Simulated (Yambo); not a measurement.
Yambo run on K2RhAgF6 (space group Fm-3m, No. 225). The wavefunctions are norm-conserving PBEsol (Quantum ESPRESSO, 88 Ry, without SOC) ones on a 2×2×2 mesh (48 occupied bands); a = b = c = 6.191 Å, α = β = γ = 60.00°.

Yambo input:

```
rim_cut
gw0
dyson
el_el_corr
HF_and_locXC
cohsex
em1s
RandQpts= 1000000
RandGvec= 1 Ry
EXXRLvcs= 88 Ry
VXCRLvcs= 352 Ry
Chimod= "HARTREE"
% BndsRnXs
 9 | 328 |
%
NGsBlkXs= 8 Ry
% LongDrXs
 1.0 | 1.0 | 1.0 |
%
ExtendOut
% QPkrange
 3 | 3 | 48 | 49 |
%
```

k points by index: 3 = X.

Resulting energies as the program prints them:

```
#    K-point    Band    Eo [eV]    E [eV]    E-Eo [eV]    Vxc [eV]    Vnlxc [eV]    Sc|Eo [eV]    Re(Z)    Im(Z)
#
    3    48    0.000000    -2.674174    -2.674174    -23.08663    -29.48108    3.720268    1.000000    0.000000
    3    49    1.136393    1.427666    0.291273    -20.28119    -14.63065    -5.359268    1.000000    0.000000
```
(The two width columns are left out.) Convergence of these settings isn't established.

Geometry of the Materials Project entry, not relaxed at this level.

The structure is a Materials Project entry; no match was found in the copy of COD used, and its stability was not checked.
